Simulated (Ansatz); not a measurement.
Relaxation of a generated cell, Sb built in the AFLOW prototype A_oP8_62_2c (A_c); 8 atoms in the cell, which starts as Pnma (No. 62), oP8; a = 7.783 Å, b = 5.517 Å, c = 5.709 Å, α = β = γ = 90.00°. The numbers are results of r2SCAN (plane waves to 500 eV, PAW, scalar-relativistic; Ansatz, a program for electronic structure), not measurements. Γ-centred k-mesh 4×6×6 on the run's cell (coarser than for final values), Fermi–Dirac smearing 0.05 eV. This is the first round of the run. 

The optimiser's lines from the output (shortened; P is positive under compression):

```
relax step   1: F+E_penalty+E_count = -51990.48848115 eV  Δ(F+E_penalty+E_count) = +0.000e0 eV  max|allowed force component| = 2.827e-1 eV/Å  Δτ_max = 0.0000 Å  P = -1.401 GPa  Ω = 245.148 Å³  (7 SCF iters, dr2 threshold 1.00e-7 eV, accepted)
relax step   2: F+E_penalty+E_count = -51990.63143184 eV  Δ(F+E_penalty+E_count) = -1.430e-1 eV  max|allowed force component| = 1.615e-1 eV/Å  Δτ_max = 0.0598 Å  P = +1.057 GPa  Ω = 235.215 Å³  (7 SCF iters, dr2 threshold 8.00e-7 eV, accepted)
relax step   3: F+E_penalty+E_count = -51990.77025735 eV  Δ(F+E_penalty+E_count) = -1.388e-1 eV  max|allowed force component| = 1.135e-1 eV/Å  Δτ_max = 0.0392 Å  P = +0.877 GPa  Ω = 235.577 Å³  (7 SCF iters, dr2 threshold 8.00e-7 eV, accepted)
relax step   4: F+E_penalty+E_count = -51990.89094270 eV  Δ(F+E_penalty+E_count) = -1.207e-1 eV  max|allowed force component| = 1.943e-1 eV/Å  Δτ_max = 0.0963 Å  P = +0.169 GPa  Ω = 236.290 Å³  (8 SCF iters, dr2 threshold 8.00e-7 eV, accepted)
relax step   5: F+E_penalty+E_count = -51991.12340788 eV  Δ(F+E_penalty+E_count) = -2.325e-1 eV  max|allowed force component| = 3.021e-1 eV/Å  Δτ_max = 0.0991 Å  P = -0.290 GPa  Ω = 241.048 Å³  (8 SCF iters, dr2 threshold 8.00e-7 eV, accepted)
relax step   6: F+E_penalty+E_count = -51991.52026543 eV  Δ(F+E_penalty+E_count) = -3.969e-1 eV  max|allowed force component| = 4.012e-1 eV/Å  Δτ_max = 0.1290 Å  P = -0.987 GPa  Ω = 244.524 Å³  (8 SCF iters, dr2 threshold 8.00e-7 eV, accepted)
relax step   7: F+E_penalty+E_count = -51992.10106324 eV  Δ(F+E_penalty+E_count) = -5.808e-1 eV  max|allowed force component| = 3.542e-1 eV/Å  Δτ_max = 0.1717 Å  P = -0.528 GPa  Ω = 244.362 Å³  (9 SCF iters, dr2 threshold 8.00e-7 eV, accepted)
relax step   8: F+E_penalty+E_count = -51992.27759082 eV  Δ(F+E_penalty+E_count) = -1.765e-1 eV  max|allowed force component| = 4.426e-1 eV/Å  Δτ_max = 0.1826 Å  P = +1.903 GPa  Ω = 241.916 Å³  (9 SCF iters, dr2 threshold 8.00e-7 eV, accepted)
relax step   9: F+E_penalty+E_count = -51992.03227687 eV  Δ(F+E_penalty+E_count) = +2.453e-1 eV  max|allowed force component| = 4.654e-1 eV/Å  Δτ_max = 0.1714 Å  P = -3.276 GPa  Ω = 258.336 Å³  (9 SCF iters, dr2 threshold 8.00e-7 eV, rejected (line search))
relax step  10: F+E_penalty+E_count = -51992.38167210 eV  Δ(F+E_penalty+E_count) = -1.041e-1 eV  max|allowed force component| = 9.196e-2 eV/Å  Δτ_max = 0.0987 Å  P = +0.418 GPa  Ω = 245.882 Å³  (13 SCF iters, accepted)
relax step  11: F+E_penalty+E_count = -51992.39993616 eV  Δ(F+E_penalty+E_count) = -1.826e-2 eV  max|allowed force component| = 8.337e-2 eV/Å  Δτ_max = 0.0324 Å  P = -0.150 GPa  Ω = 245.877 Å³  (7 SCF iters, dr2 threshold 8.00e-7 eV, accepted)
relax step  12: F+E_penalty+E_count = -51992.41657281 eV  Δ(F+E_penalty+E_count) = -1.664e-2 eV  max|allowed force component| = 7.763e-2 eV/Å  Δτ_max = 0.0341 Å  P = -0.314 GPa  Ω = 243.133 Å³  (8 SCF iters, dr2 threshold 4.34e-7 eV, accepted)
relax step  13: F+E_penalty+E_count = -51992.47172060 eV  Δ(F+E_penalty+E_count) = -5.515e-2 eV  max|allowed force component| = 1.455e-1 eV/Å  Δτ_max = 0.1711 Å  P = +0.838 GPa  Ω = 232.191 Å³  (8 SCF iters, dr2 threshold 8.00e-7 eV, accepted)
relax step  14: F+E_penalty+E_count = -51992.52956777 eV  Δ(F+E_penalty+E_count) = -5.785e-2 eV  max|allowed force component| = 3.827e-2 eV/Å  Δτ_max = 0.0869 Å  P = -0.099 GPa  Ω = 235.767 Å³  (10 SCF iters, dr2 threshold 8.00e-7 eV, accepted)
relax step  15: F+E_penalty+E_count = -51992.53338257 eV  Δ(F+E_penalty+E_count) = -3.815e-3 eV  max|allowed force component| = 1.046e-3 eV/Å  Δτ_max = 0.0172 Å  P = -0.015 GPa  Ω = 235.382 Å³  (6 SCF iters, dr2 threshold 8.00e-7 eV, accepted)
relax step  16: F+E_penalty+E_count = -51992.53341205 eV  Δ(F+E_penalty+E_count) = -2.948e-5 eV  max|allowed force component| = 1.618e-4 eV/Å  Δτ_max = 0.0005 Å  P = +0.000 GPa  Ω = 235.323 Å³  (4 SCF iters, dr2 threshold 1.38e-8 eV, accepted)
relax step  17: F+E_penalty+E_count = -51992.53705378 eV  Δ(F+E_penalty+E_count) = -3.642e-3 eV  max|allowed force component| = 1.434e-4 eV/Å  Δτ_max = 0.0000 Å  P = +0.009 GPa  Ω = 235.323 Å³  stress off target by 1.71e-2 GPa  SCF on the basis re-selected at this cell (its energy is not comparable with the rows above)  (7 SCF iters)
```

From the first to the last row the energy changes by -0.26 eV/atom and the volume by -4.0 %. The last row is marked as not comparable with the walk above it, whose basis was carried along; it does compare with step 1, since both stand on a basis selected at the nominal cutoff for their own cell.

Step 9 was rejected by the optimiser.

Later rounds, restarted from the end of this one on a renewed k-mesh, logged 9 more steps and released under 0.01 eV/atom more. The final structure after all rounds: Pm-3m (No. 221), cP1, AFLOW prototype A_cP1_221_a (A_h); a = 3.0834 Å, b = 3.0834 Å, c = 3.0834 Å, α = 90.00°, β = 90.00°, γ = 90.00°. Between re-selections the logged energies stand on a plane-wave basis carried along with the cell. No spin polarisation in the result. The relaxed primitive cell holds an odd number of electrons. A magnetic state may lie lower.

The run could not lose the symmetry of its start: the end is stationary, and may be a saddle point rather than a minimum.

The relaxed structure here is a generated cell of Sb: the first start was made by placing the elements on the sites of a structure type, and the end was not matched to a known phase here, so it may be hypothetical. Known forms of Sb include space group No. 166.
